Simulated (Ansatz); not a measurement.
Sb2Au, DFT, LDA, all-electron PAW with datasets made for the crystal, scalar-relativistic (Ansatz 0.2.0), run on 1 thread of Arm Neoverse V2 on a shared host.

The cell is COD entry 9009002, as deposited and not checked against the literature; nothing was relaxed. The listed cell was then made from it by scaling, straining or moving an atom.

Command: `ansatz run input.yaml --threads 1 --pin off --max-ram 4096MiB --backend cpu --events-out ev --progress --plain --runs-dir out`

```yaml
crystal:
  lattice:
    - [0.0, 3.26144, 3.328]
    - [3.26144, 0.0, 3.328]
    - [3.26144, 3.26144, 0.0]
  atoms:
    - { symbol: Sb, position: [0.25, 0.25, 0.25] }
    - { symbol: Sb, position: [0.75, 0.75, 0.75] }
    - { symbol: Au, position: [0.0, 0.0, 0.0] }
kpoints:
  mp_grid: { grid: [9, 9, 9] }
scf:
  occupations: { method: fermi_dirac, width: 0.08 }
hamiltonian:
  xc: lda
  pseudopotentials: { kind: all_electron, datasets: crystal }
output:
  forces: true
  stress: true
  eigenvalues: true
  efg: { contact_densities: true }
```

Problem. How large is the problem that the program sets up?

Solution. 75 irreducible k-points, 601 plane waves at Γ, 15 bands.

Problem. About how long does it take, and how much memory does it use?

Solution. 15 s of wall time for 9 SCF iterations, with a peak of 0.68 GiB. Times on shared machines scatter by tens of per cent.

Problem. And the same cell and mesh by PAW with the default files, asked for forces, stress, eigenvalues, efg, write_density, write_potential, elf, on the same hardware?

Solution. 13 s, peak memory 0.47 GiB.
